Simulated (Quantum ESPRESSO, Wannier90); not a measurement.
ZrO$_{2}$ (anatase), plane waves to Wannier functions

```
ZrO2
1.0
    0.00000    -4.01520     0.00000
    4.01520     0.00000     0.00000
   -2.00760     2.00760     5.34588
Zr O
2 4
Direct
  0.00000   0.00000   0.00000
  0.75000   0.25000   0.50000
  0.79839   0.79839   0.59678
  0.54839   0.04839   0.09678
  0.95161   0.45161   0.90322
  0.20161   0.20161   0.40322
```

Cell from Materials Project (mp-754403), symmetrised, no further relaxation. Not found in the COD (Crystallography Open Database) copy used, which has the formula in other groups; not checked further. Level: PBEsol, spinors with spin-orbit coupling; pw.x of Quantum ESPRESSO at 68 Ry with PseudoDojo potentials, 4×4×4 k-points, Wannier90. Density: 8×8×8 mesh, cold smearing 0.01 Ry.

The plane-wave run has 100 bands and 48 electrons a cell. On the energy scale of pw.x, whose zero is arbitrary, the valence-band maximum lies at 6.80 eV.

Isolated groups of bands, relative to the valence-band maximum (bands from 49 on overlap up to the last one computed):

```json
[
 {"bands": "1–4", "from (eV)": "-46.83", "to (eV)": "-46.75", "filling": "filled", "weight on atomic waves": "Zr 4s 96 %"},
 {"bands": "5–8", "from (eV)": "-26.38", "to (eV)": "-26.04", "filling": "filled", "weight on atomic waves": "Zr 4p 95 %"},
 {"bands": "9–16", "from (eV)": "-24.94", "to (eV)": "-24.21", "filling": "filled", "weight on atomic waves": "Zr 4p 94 %"},
 {"bands": "17–24", "from (eV)": "-16.44", "to (eV)": "-14.65", "filling": "filled", "weight on atomic waves": "O 2s 80 %, Zr 4d 10 %, Zr 4p 5 %"},
 {"bands": "25–48", "from (eV)": "-3.95", "to (eV)": "0.00", "filling": "filled", "weight on atomic waves": "O 2p 81 %, Zr 4d 15 %"}
]
```

Input w.win, without the blocks of cell, atoms and k-points (64 lines):

```
num_bands = 76
num_wann = 44
exclude_bands = 1-24
spinors = true
num_iter = 1000
conv_tol = 1.0e-6
conv_window = 4
dis_num_iter = 1000
dis_conv_tol = 1.0e-6
dis_froz_max = 12.17
dis_win_max = 11.17
write_hr = true
write_u_matrices = true
begin projections
f=-0.01049,-0.00771,-0.00088: d
f=-0.24660,0.24410,0.50639: d
f=-0.19325,-0.19040,-0.39807: p
f=-0.44230,0.04859,0.09300: p
f=-0.05332,0.44641,-0.10612: p
f=0.21282,0.20018,0.40129: p
end projections
mp_grid = 4 4 4
```

wannier90.x stops with:
```
dis_windows: Energy window contains fewer states than number of target WFs
```
At some k-point the outer window holds fewer bands than num_wann, so no subspace of that size can be extracted. Mended as below, all else unchanged, the run goes through (Ω_I = 41.6 Å²) and follows the plane-wave bands to 1.6 meV rms (states up to 4.9 eV relative to the valence-band maximum).
Remove the line dis_win_max = 11.17.
